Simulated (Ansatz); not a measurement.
Task: Name crystals whose computed values (LDA (plane waves, PAW; program Ansatz)) fall in these windows: G_Hill (GPa) 62 to 83; highest Γ mode, no LO–TO term (cm⁻¹) 590 to 770.

Result: 

```tsv
crystal	G_Hill (GPa)	highest Γ mode, no LO–TO term (cm⁻¹)
Cu3PdN, anti-perovskite	74.9	648
Zn3N2, P6_3/mmc (Zn on 4f, Zn on 2b, N on 2c, N on 2a)	65.3	605
BeS, P6_422 (Be on 3c, S on 3d)	74.1	641
LaTiO3, cubic perovskite	75.2	659
InGaN2, P3m1 (In on 1a, Ga on 1c, N on 1c, N on 1a)	75.2	667
```
Others may fit too.

Typed or built starts, not in the databases checked: BeS, P6_422 (Be on 3c, S on 3d). Standing as an ambient phase not checked: Cu3PdN, anti-perovskite; Zn3N2, P6_3/mmc (Zn on 4f, Zn on 2b, N on 2c, N on 2a); LaTiO3, cubic perovskite; InGaN2, P3m1 (In on 1a, Ga on 1c, N on 1c, N on 1a). Perhaps ordered models of mixed-site phases: InGaN2, P3m1 (In on 1a, Ga on 1c, N on 1c, N on 1a). All cells were relaxed under the symmetry of their starts (and spin orders); stability against distortions was not tested throughout. Rows with no word on spin ran without spin polarisation. Spin–orbit coupling is left out wherever it is not named.

Potentials: the later of the program's two PAW sets.
